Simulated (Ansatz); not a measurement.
EuGe3Pt with scf.occupations, scf.max_iter changed

Computed with the plane-wave PAW code Ansatz (scalar-relativistic, PAW set soft_2): PBEsol, collinear spin, 420 eV cutoff, k-mesh 10×10×10. These are the settings of the reference run.

Cell:

```yaml
crystal:
  lattice:
    - [-2.22050, 2.22050, 4.97924]
    - [2.22050, -2.22050, 4.97924]
    - [2.22050, 2.22050, -4.97924]
  atoms:
    - { symbol: Eu, position: [0.99763, 0.99763, 0.00000] }
    - { symbol: Ge, position: [0.40455, 0.40455, 0.00000] }
    - { symbol: Ge, position: [0.75791, 0.25791, 0.50000] }
    - { symbol: Ge, position: [0.25791, 0.75791, 0.50000] }
    - { symbol: Pt, position: [0.64777, 0.64777, 0.00000] }
```

The reference run of this cell is solved again as a single point with these keys changed:

| key | reference run | changed run |
| --- | --- | --- |
| scf.occupations | {method: gaussian, width: 0.05} | {method: gaussian, width: 2.0} |
| scf.max_iter | not typed | 100 |

Q: Does this change matter?

A: 

```
                                    quantity  reference run  changed run
energy, changed less reference (meV an atom)              0        130.2
                              pressure (GPa)            0.0          3.2
                        largest force (eV/Å)           0.00         0.25
                        gap on the mesh (eV)           0.00         0.00
                     moment of the cell (μB)           6.81         5.95
```

The energy moves by 130 meV an atom (0.65 eV for the cell). It took 23 iterations. The change was made on purpose as a fault (a smearing of electronvolts); the changed values aren't properties of EuGe3Pt.

Caveats: the reference run: 4f shell without a U, which puts 4f levels too near the Fermi level; the reference run: open f or d shells may hold a state above the lowest; a single point, atoms not relaxed again.
